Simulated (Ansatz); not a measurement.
CsPbCl3:
```yaml
crystal:
  lattice:
    - [4.00995, 2.31515, 3.27498]
    - [-4.00995, 2.31515, 3.27498]
    - [0.00000, -4.63029, 3.27498]
  atoms:
    - { symbol: Cs, position: [0.50000, 0.50000, 0.50000] }
    - { symbol: Pb, position: [0.00000, 0.00000, 0.00000] }
    - { symbol: Cl, position: [0.50000, 0.99994, 0.00006] }
    - { symbol: Cl, position: [0.00006, 0.50000, 0.99994] }
    - { symbol: Cl, position: [0.99994, 0.00006, 0.50000] }
```

Relaxed with r²SCAN.

### Question
Tabulate the valence density and the electron localisation function along the shortest Pb–Cl contact (2.84 Å), r²SCAN (plane waves, PAW; program Ansatz).

### Answer


```tsv
distance from Pb (Å)	density (e/Å³)	ELF
0.28	7.67	0.01
0.43	5.56	0.06
0.57	3.70	0.20
0.71	2.25	0.37
0.85	1.25	0.44
0.99	0.68	0.40
1.13	0.41	0.28
1.28	0.28	0.18
1.42	0.25	0.19
1.56	0.28	0.34
1.70	0.39	0.61
1.84	0.60	0.78
1.98	0.94	0.84
2.13	1.39	0.85
2.27	1.74	0.81
2.41	1.60	0.70
2.55	0.88	0.48
```

The density is the valence pseudo-density with augmentation charge, so density and ELF within about 1 Å of a nucleus are not all-electron values.

Space group Pm-3m (cubic perovskite). This is a known high-temperature phase of the composition, computed here at zero pressure and temperature. The r²SCAN relaxation kept the symmetry of its start; whether a distortion lowers the energy is not shown. Spin–orbit coupling is left out wherever it is not named.

Potentials: the later of the program's two PAW sets.
